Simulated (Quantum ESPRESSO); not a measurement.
## Zr2TaO5F3 (one run as intended and one with a planted mistake)

A calculation, not a measurement. The program is pw.x of Quantum ESPRESSO 7.5 (plane-wave density functional theory). The cell is made up: 11 atoms on a rutile lattice with one site empty, with randomly drawn elements, strain and displacements, not relaxed. PseudoDojo standard norm-conserving files (v0.5 for PBE, v0.4.1 for LDA and PBEsol) set the functional; there is no spin polarisation, spin-orbit coupling or dispersion term, and the masses in the input are unused placeholders.

Intended input:

```
&control calculation='scf', pseudo_dir='./dojo.nc.sr.pbe.v0_5.standard.upf', outdir='./o', disk_io='medium', tprnfor=.true., tstress=.true. /
&system ibrav=0, nat=11, ntyp=4, nbnd=50, ecutwfc=84.00895049, nosym=.true., tot_charge=0,
 occupations='smearing', smearing='fd', degauss=0.0018374661
/
&electrons conv_thr=7.350e-09, electron_maxstep=60, /
ATOMIC_SPECIES
F 1.0 F.upf
O 1.0 O.upf
Ta 1.0 Ta.upf
Zr 1.0 Zr.upf
CELL_PARAMETERS angstrom
4.7856 0.0632 -0.0384
0.0632 4.8617 0.0226
-0.0512 0.0302 6.3077
ATOMIC_POSITIONS angstrom
Zr 0.0079 0.0102 0.0019
Ta -0.0592 0.0256 3.1821
Zr 2.3614 2.4905 4.6613
O 1.4664 1.5444 -0.0029
F 3.3668 3.4126 -0.0203
O 3.8304 0.9967 1.5548
O 1.0027 3.9007 1.5954
F 1.4597 1.5089 3.1463
O 3.3261 3.4375 3.1507
O 3.838 1.0213 4.698
F 0.9855 3.9692 4.7452
K_POINTS automatic
5 5 4 1 1 1
```

The log is shortened where brackets say so; the opening notice, blank lines, dates and the lines on written files are dropped, and the path of the files is cut. It prints rydbergs, bohrs and kilobars, and counts compression as positive stress. Where no state is partly filled, the Fermi energy that it prints is only some level between the filled and the empty states on the mesh, and need not lie in the true gap.

Log of the intended run:

```
     Program PWSCF v.7.5
     Parallel version (MPI & OpenMP), running on       1 processor cores
     Number of MPI processes:                 1
     Threads/MPI process:                     1
     [start-up lines left out]
     bravais-lattice index     =            0
     lattice parameter (alat)  =       9.0446  a.u.
     unit-cell volume          =     990.1004 (a.u.)^3
     number of atoms/cell      =           11
     number of atomic types    =            4
     number of electrons       =        88.00
     number of Kohn-Sham states=           50
     kinetic-energy cutoff     =      84.0090  Ry
     charge density cutoff     =     336.0358  Ry
     scf convergence threshold =      7.3E-09
     mixing beta               =       0.7000
     number of iterations used =            8  plain     mixing
     Exchange-correlation= PBE
                           (   1   4   3   4   0   0   0)
     [axes and pseudopotential details left out]
   Cartesian axes
     site n.     atom                  positions (alat units)
         1        Zr     tau(   1) = (   0.0016506   0.0021311   0.0003970  )
         2        Ta     tau(   2) = (  -0.0123690   0.0053487   0.6648529  )
         3        Zr     tau(   3) = (   0.4933797   0.5203533   0.9739100  )
         4        O      tau(   4) = (   0.3063827   0.3226796  -0.0006059  )
         5        F      tau(   5) = (   0.7034433   0.7130125  -0.0042414  )
         6        O      tau(   6) = (   0.8003057   0.2082458   0.3248526  )
         7        O      tau(   7) = (   0.2094994   0.8149938   0.3333353  )
         8        F      tau(   8) = (   0.3049828   0.3152624   0.6573730  )
         9        O      tau(   9) = (   0.6949396   0.7182150   0.6582924  )
        10        O      tau(  10) = (   0.8018936   0.2133856   0.9815779  )
        11        F      tau(  11) = (   0.2059057   0.8293059   0.9914396  )
     number of k points=    50  Fermi-Dirac smearing, width (Ry)=  0.0018
                       cart. coord. in units 2pi/alat
        k(    1) = (   0.0994986   0.0967105   0.0951924), wk =   0.0400000
        k(    2) = (   0.1010328   0.0958087   0.2849048), wk =   0.0400000
     [further k points left out]
     Dense  grid:   103013 G-vectors     FFT dimensions: (  54,  54,  72)
     Estimated max dynamical RAM per process >     164.30 MB
     Initial potential from superposition of free atoms
     starting charge      87.9943, renormalised to      88.0000
     Starting wfcs are   62 randomized atomic wfcs
     total cpu time spent up to now is       15.9 secs
     per-process dynamical memory:    97.6 Mb
     Self-consistent Calculation
     iteration #  1     ecut=    84.01 Ry     beta= 0.70
     Davidson diagonalization with overlap
     ethr =  1.00E-02,  avg # of iterations =  2.0
     total cpu time spent up to now is       45.5 secs
     total energy              =    -644.38643459 Ry
     estimated scf accuracy    <       4.65104384 Ry
     iteration #  2     ecut=    84.01 Ry     beta= 0.70
     Davidson diagonalization with overlap
     ethr =  5.29E-03,  avg # of iterations =  6.0
     total cpu time spent up to now is      112.3 secs
     total energy              =    -639.21816683 Ry
     estimated scf accuracy    <      54.27414875 Ry
     [iterations 3 to 16 left out]
     iteration # 17     ecut=    84.01 Ry     beta= 0.70
     Davidson diagonalization with overlap
     ethr =  1.08E-10,  avg # of iterations =  2.1
     total cpu time spent up to now is      845.9 secs
     total energy              =    -646.94991325 Ry
     estimated scf accuracy    <       0.00000002 Ry
     iteration # 18     ecut=    84.01 Ry     beta= 0.70
     Davidson diagonalization with overlap
     ethr =  2.29E-11,  avg # of iterations =  4.6
     total cpu time spent up to now is      882.4 secs
     End of self-consistent calculation
     [lines on levels left out]
     the Fermi energy is     8.4936 ev
!    total energy              =    -646.94991325 Ry
     estimated scf accuracy    <          2.8E-09 Ry
     smearing contrib. (-TS)   =       0.00000000 Ry
     internal energy E=F+TS    =    -646.94991325 Ry
     The total energy is F=E-TS. E is the sum of the following terms:
     one-electron contribution =    -232.84861173 Ry
     hartree contribution      =     159.37771316 Ry
     xc contribution           =    -144.41298527 Ry
     ewald contribution        =    -429.06602941 Ry
     convergence has been achieved in  18 iterations
     Forces acting on atoms (cartesian axes, Ry/au):
     atom    1 type  4   force =     0.04583876    0.09977408    0.31158913
     atom    2 type  3   force =    -0.17380238   -0.04111138   -0.42420842
     atom    3 type  4   force =     0.08407635   -0.09627912    0.08120456
     atom    4 type  2   force =    -0.03292928   -0.03737506   -0.11446308
     atom    5 type  1   force =     0.00633742    0.00912764   -0.04573977
     atom    6 type  2   force =     0.07924960   -0.07267873    0.10575806
     atom    7 type  2   force =    -0.07097300    0.07906888    0.09439926
     atom    8 type  1   force =    -0.04448766   -0.04319426    0.00728244
     atom    9 type  2   force =     0.10032810    0.10179727    0.07550202
     atom   10 type  2   force =     0.00218271   -0.00343402   -0.07149010
     atom   11 type  1   force =     0.00417936    0.00430470   -0.01983410
     Total force =     0.663518     Total SCF correction =     0.000137
     Computing stress (Cartesian axis) and pressure
          total   stress  (Ry/bohr**3)                   (kbar)     P=      -12.85
   0.00012958  -0.00061039   0.00029589           19.06      -89.79       43.53
  -0.00061039   0.00008259   0.00012664          -89.79       12.15       18.63
   0.00029589   0.00012664  -0.00047422           43.53       18.63      -69.76
     init_run     :     14.95s CPU     15.79s WALL (       1 calls)
     electrons    :    829.61s CPU    866.55s WALL (       1 calls)
     forces       :      6.87s CPU      6.95s WALL (       1 calls)
     stress       :     26.11s CPU     27.08s WALL (       1 calls)
     [timing details left out]
     PWSCF        :  14m37.81s CPU  15m17.24s WALL
     JOB DONE.
```

A second run has one planted mistake: the self-consistency threshold is too loose. The input lines that differ, file-writing options aside:

```
- &electrons conv_thr=7.350e-09, electron_maxstep=60, /
+ &electrons conv_thr=2.205e-02, electron_maxstep=60, /
```

Its log:

```
     Program PWSCF v.7.5
     Parallel version (MPI & OpenMP), running on       4 processor cores
     Number of MPI processes:                 4
     Threads/MPI process:                     1
     [start-up lines left out]
     bravais-lattice index     =            0
     lattice parameter (alat)  =       9.0446  a.u.
     unit-cell volume          =     990.1004 (a.u.)^3
     number of atoms/cell      =           11
     number of atomic types    =            4
     number of electrons       =        88.00
     number of Kohn-Sham states=           50
     kinetic-energy cutoff     =      84.0090  Ry
     charge density cutoff     =     336.0358  Ry
     scf convergence threshold =      2.2E-02
     mixing beta               =       0.7000
     number of iterations used =            8  plain     mixing
     Exchange-correlation= PBE
                           (   1   4   3   4   0   0   0)
     [axes and pseudopotential details left out]
   Cartesian axes
     site n.     atom                  positions (alat units)
         1        Zr     tau(   1) = (   0.0016506   0.0021311   0.0003970  )
         2        Ta     tau(   2) = (  -0.0123690   0.0053487   0.6648529  )
         3        Zr     tau(   3) = (   0.4933797   0.5203533   0.9739100  )
         4        O      tau(   4) = (   0.3063827   0.3226796  -0.0006059  )
         5        F      tau(   5) = (   0.7034433   0.7130125  -0.0042414  )
         6        O      tau(   6) = (   0.8003057   0.2082458   0.3248526  )
         7        O      tau(   7) = (   0.2094994   0.8149938   0.3333353  )
         8        F      tau(   8) = (   0.3049828   0.3152624   0.6573730  )
         9        O      tau(   9) = (   0.6949396   0.7182150   0.6582924  )
        10        O      tau(  10) = (   0.8018936   0.2133856   0.9815779  )
        11        F      tau(  11) = (   0.2059057   0.8293059   0.9914396  )
     number of k points=    50  Fermi-Dirac smearing, width (Ry)=  0.0018
                       cart. coord. in units 2pi/alat
        k(    1) = (   0.0994986   0.0967105   0.0951924), wk =   0.0400000
        k(    2) = (   0.1010328   0.0958087   0.2849048), wk =   0.0400000
     [further k points left out]
     Dense  grid:   103013 G-vectors     FFT dimensions: (  54,  54,  72)
     Estimated max dynamical RAM per process >     291.98 MB
     Estimated total dynamical RAM >       1.07 GB
     Initial potential from superposition of free atoms
     starting charge      87.9943, renormalised to      88.0000
     Starting wfcs are   62 randomized atomic wfcs
     total cpu time spent up to now is        7.2 secs
     per-process dynamical memory:   227.7 Mb
     Self-consistent Calculation
     iteration #  1     ecut=    84.01 Ry     beta= 0.70
     Davidson diagonalization with overlap
     ethr =  1.00E-02,  avg # of iterations =  2.0
     total cpu time spent up to now is       16.3 secs
     total energy              =    -644.38534393 Ry
     estimated scf accuracy    <       4.65214627 Ry
     iteration #  2     ecut=    84.01 Ry     beta= 0.70
     Davidson diagonalization with overlap
     ethr =  5.29E-03,  avg # of iterations =  6.0
     total cpu time spent up to now is       31.0 secs
     total energy              =    -639.20601533 Ry
     estimated scf accuracy    <      54.36723853 Ry
     [iterations 3 to 5 left out]
     iteration #  6     ecut=    84.01 Ry     beta= 0.70
     Davidson diagonalization with overlap
     ethr =  3.76E-04,  avg # of iterations =  2.0
     total cpu time spent up to now is       70.8 secs
     total energy              =    -646.92653382 Ry
     estimated scf accuracy    <       0.10359364 Ry
     iteration #  7     ecut=    84.01 Ry     beta= 0.70
     Davidson diagonalization with overlap
     ethr =  1.18E-04,  avg # of iterations =  8.3
     total cpu time spent up to now is       83.9 secs
     End of self-consistent calculation
     [lines on levels left out]
     the Fermi energy is     8.4789 ev
!    total energy              =    -646.94204637 Ry
     estimated scf accuracy    <       0.01124744 Ry
     smearing contrib. (-TS)   =      -0.00000000 Ry
     internal energy E=F+TS    =    -646.94204637 Ry
     The total energy is F=E-TS. E is the sum of the following terms:
     one-electron contribution =    -232.69306410 Ry
     hartree contribution      =     159.11813816 Ry
     xc contribution           =    -144.30109103 Ry
     ewald contribution        =    -429.06602941 Ry
     convergence has been achieved in   7 iterations
     Forces acting on atoms (cartesian axes, Ry/au):
     atom    1 type  4   force =     0.04675300    0.09690856    0.30927235
     atom    2 type  3   force =    -0.17709107   -0.03660152   -0.42520922
     atom    3 type  4   force =     0.08330166   -0.09799067    0.08530900
     atom    4 type  2   force =    -0.02766027   -0.03346781   -0.11569630
     atom    5 type  1   force =     0.00510619    0.00709782   -0.03885878
     atom    6 type  2   force =     0.07703888   -0.07055131    0.10932923
     atom    7 type  2   force =    -0.07035745    0.07822957    0.09682463
     atom    8 type  1   force =    -0.04241100   -0.04218768   -0.00536247
     atom    9 type  2   force =     0.09788892    0.09841627    0.07418471
     atom   10 type  2   force =     0.00211257   -0.00320118   -0.07382419
     atom   11 type  1   force =     0.00531858    0.00334795   -0.01596895
     Total force =     0.662461     Total SCF correction =     0.203077
     SCF correction compared to forces is large: reduce conv_thr to get better values
     Computing stress (Cartesian axis) and pressure
          total   stress  (Ry/bohr**3)                   (kbar)     P=      -45.28
  -0.00008170  -0.00058065   0.00029798          -12.02      -85.42       43.83
  -0.00058065  -0.00013080   0.00015960          -85.42      -19.24       23.48
   0.00029798   0.00015960  -0.00071087           43.83       23.48     -104.57
     init_run     :      5.25s CPU      6.66s WALL (       1 calls)
     electrons    :     75.61s CPU     76.73s WALL (       1 calls)
     forces       :      2.09s CPU      2.13s WALL (       1 calls)
     stress       :      7.37s CPU      7.66s WALL (       1 calls)
     [timing details left out]
     PWSCF        :   1m30.90s CPU   1m33.91s WALL
     JOB DONE.
```

```
                                            intended run  run with the mistake
                          free energy (eV)     -8802.202             -8802.095
                    smearing term -TS (eV)        0.0000                0.0000
                            pressure (GPa)         -1.29                 -4.53
            largest force component (eV/Å)        10.907                10.933
largest change of a force component (eV/Å)                               0.325
                                iterations            18                     7
```

For scale, a rerun of the intended cell at a cutoff of 1467 eV and k mesh 7 x 7 x 6 moved values by no more than 0.004 eV in energy, 0.03 GPa in stress and 0.002 eV/Å in force.